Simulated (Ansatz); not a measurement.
Starting cell, BP (zinc blende):

```
CELL_PARAMETERS angstrom
      0.00000     4.53640     4.53640
      2.26820     2.26820     4.53640
      2.26820     2.26820     0.00000
ATOMIC_POSITIONS crystal
  P  0.00000 0.75000 0.75000
  P  0.50000 0.75000 0.75000
  B  0.00000 0.00000 0.00000
  B  0.50000 0.00000 0.00000
```

A phonon eigenvector at X = (0.5, 0.5, 0.0) is frozen into this cell: atom i moves by Q times the vector below, so Q is the largest atomic displacement, in Å. The cell is held. (q is in reciprocal vectors of the primitive cell; the cell shown is doubled to hold the pattern.)

```json
[
 {"atom": "P1", "x": "0.000", "y": "0.000", "z": "-1.000"},
 {"atom": "P2", "x": "0.000", "y": "0.000", "z": "1.000"}
]
```

Atoms not listed stay in place.

Method: r2SCAN (plane waves to 500 eV, PAW, scalar-relativistic; Ansatz, a program for electronic structure). k mesh 12×12×12 (Γ-centred), Fermi-Dirac smearing 0.05 eV. E stands for the smeared free energy. BP was relaxed with its symmetry unable to fall. The PAW data are Ansatz's earlier set. ΔE is measured from the undisplaced structure.

```
Q (Å)   ΔE (meV/cell)
------  -------------
-0.180           1064
-0.150            743
-0.120            477
-0.090            269
-0.060       withheld
-0.030             30
0.000               0
0.030              30
0.060        withheld
0.090             269
0.120             477
0.150             743
0.180            1064
```

Question: Fit an even polynomial form (powers 2, 4) to the given rows and predict ΔE at Q = 0.060.

Answer: Least squares on the 11 given rows: ΔE = (33370)·Q² + (-16240)·Q⁴, in meV/cell with Q in Å; root-mean-square residual 0.2 meV/cell. At 0.060 the fit gives 120 meV/cell; the calculation gives 120 meV/cell, the same to the digits shown. The quadratic term alone would give 120 meV/cell.

(A displaced cell: forces are minus the slopes of the energy, force constants its curvatures, and phonons follow from these.)
